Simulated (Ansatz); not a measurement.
# Sr: what symmetry allows forces and stress to be

```
CELL_PARAMETERS angstrom
3.70361 -2.11474 -0.00610
3.70361 2.11474 -0.00610
-2.51511 0.00000 10.53687
ATOMIC_POSITIONS crystal
Sr 0.97324 0.97324 0.49245
Sr 0.24184 0.24184 0.16699
Sr 0.78493 0.78493 0.84056
```

Theory: DFT PBEsol, scalar-relativistic, plane waves, PAW (Ansatz).

Plane waves to 420 eV, a k mesh through Γ of 12×12×4 on the computed 3-atom cell and Gaussian smearing (0.10 eV); no spin polarisation.

This distorted cell has space group Cm, with 2 operations.

**Question.** Without a calculation: in which directions can each atom feel a force?

**Answer.** A force must be left unchanged by every operation that keeps its atom in place, so it lies in the space that those operations leave fixed. Atoms that the group maps onto each other feel forces of one size.
```csv
atom,site symmetry,operations at the site,equivalent to atom,allowed force (Cartesian)
Sr1,m,2,1,"in the plane normal to (0.00, 1.00, 0.00)"
Sr2,m,2,2,"in the plane normal to (0.00, 1.00, 0.00)"
Sr3,m,2,3,"in the plane normal to (0.00, 1.00, 0.00)"
```

That leaves 6 independent force components of 9, tied by 2 conditions that the forces sum to zero, so 4 remain. A relaxation in this cell that keeps the symmetry moves the atoms in these directions alone.

**Question.** And the stress tensor?

**Answer.** It must be invariant under the point group, which leaves 4 independent components: yz, xy vanish.

**Question.** Do the computed values obey this?

**Answer.** Yes. Forces (eV/Å):
```
Sr1  0.075  0.000  0.159
Sr2 -0.063  0.000 -0.013
Sr3 -0.012  0.000 -0.146
```

Stress (GPa, compression positive, xx yy zz yz xz xy): -0.75 -0.29 -0.60 0.00 -0.01 0.00. The program imposes the same operations on density, forces and stress, so this confirms the analysis and is no independent test of the calculation.

This form isn't the element's structure at ambient conditions.